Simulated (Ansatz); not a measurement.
# BN (P6_3/mmc), an elastic constant from a strain scan

Theory: DFT r2SCAN, scalar-relativistic, plane waves, PAW in Ansatz. Cutoff 500 eV, Γ-centred 12×12×4 k-points, Gaussian smearing of 0.05 eV. No spin polarisation. Energies are free energies at this smearing, counted from the undisturbed cell; pressure is positive in compression.

Zero of the scan (relaxed at this level):

```xyz
4
Lattice="2.5010 0.0000 0.0000 -1.2505 2.1659 0.0000 0.0000 0.0000 6.8742" Properties=species:S:1:pos:R:3 pbc="T T T"
B     0.0000    1.4439    1.7185
B     1.2505    0.7220    5.1556
N     0.0000    1.4439    5.1556
N     1.2505    0.7220    1.7185
```

The cell holds layers and no dispersion correction was added, so their binding is poorly described.

The cell is strained by ε times the Voigt pattern (0, 0, 1, 0, 0, 0) (xx, yy, zz, yz, xz, xy; engineering shear) with fractional coordinates fixed. The cell holds 4 atoms in V0 = 37.24 Å³. The stress column is τ = (1/V0) dE/dε, got from the stress tensor σ (compression positive) at each point as −det(1 + εP) σ : P(1 + εP)⁻¹, with P the pattern as a tensor.

```
      ε  ΔE (meV/atom)  τ (GPa)
-0.0400          1.262   -1.153
-0.0300          0.693   -0.815
-0.0200          0.307   -0.519
-0.0100          0.084   -0.261
 0.0000          0.000   -0.036
 0.0100          0.036    0.158
 0.0200          0.178    0.324
 0.0300          0.410    0.465
 0.0350          0.554    0.528
 0.0400              ?        ?
```

Q: Which combination of elastic constants does this scan measure, and how large is it?

A: For small ε, τ = τ0 + Kε with K = pᵀCp, which for this pattern is C33 in the Cartesian frame shown. The parabola through τ at ε = -0.0100, 0 and 0.0100 has slope K = 20.9 GPa at zero. The energies per cell, E = NΔE, of the wider pair ε = ±0.0300 give K = 2[E(ε₊)/ε₊ − E(ε₋)/ε₋]/[(ε₊ − ε₋)V0] = 21.1 GPa, in agreement.

Q: Predict the withheld row at ε = 0.0400 from the harmonic law, and compare.

A: ΔE = V0(τ0 ε + Kε²/2)/N = 0.888 meV/atom and τ = 0.80 GPa. The calculation gives 0.717 meV/atom and 0.59 GPa: the energy lies 19 % below the harmonic value, as bonds soften when stretched.

Cost: 10 runs of about 0.44 core-minutes in all, on Intel Xeon Platinum 8488C (Sapphire Rapids) (shared hosts).